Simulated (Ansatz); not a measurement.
The relaxed structure here is a generated cell of WS2: the first start was made by placing the elements on the sites of a structure type, and the end was not matched to a known phase here, so it may be hypothetical. Known forms of WS2 include space group No. 194.

The end point of a relaxation of WS2. Space group Fm-3m (No. 225), fluorite type. All values below come from r2SCAN (plane waves to 500 eV, PAW, scalar-relativistic; Ansatz, a quantum-chemistry and plane-wave program).

```cif
data_S8W4
_chemical_formula_sum 'W4 S8'
_space_group_name_H-M_alt 'Fm-3m'
_space_group_IT_number 225
_space_group_name_Hall '-F 4 2 3'
_cell_length_a 5.94445
_cell_length_b 5.94445
_cell_length_c 5.94445
_cell_angle_alpha 90.000
_cell_angle_beta 90.000
_cell_angle_gamma 90.000
loop_
_atom_site_label
_atom_site_type_symbol
_atom_site_symmetry_multiplicity
_atom_site_Wyckoff_symbol
_atom_site_fract_x
_atom_site_fract_y
_atom_site_fract_z
_atom_site_occupancy
W1 W 4 a 0.00000 0.00000 0.00000 1
S1 S 8 c 0.25000 0.25000 0.25000 1
```
(The calculation used a cell of 3 atoms; values per cell refer to that cell.)

Problem. What is the computed magnetic moment (r2SCAN)?

Solution. Net 0.65 μB/atom, ferromagnetic.

Spin state reached: ferromagnetic (net 0.65 μB/atom); other spin orders were not run from this start.

The run could not lose the symmetry of its start; a randomly shaken copy of 6 atoms returns to this structure.

All atoms sit on sites fixed by symmetry, so only the cell could relax.
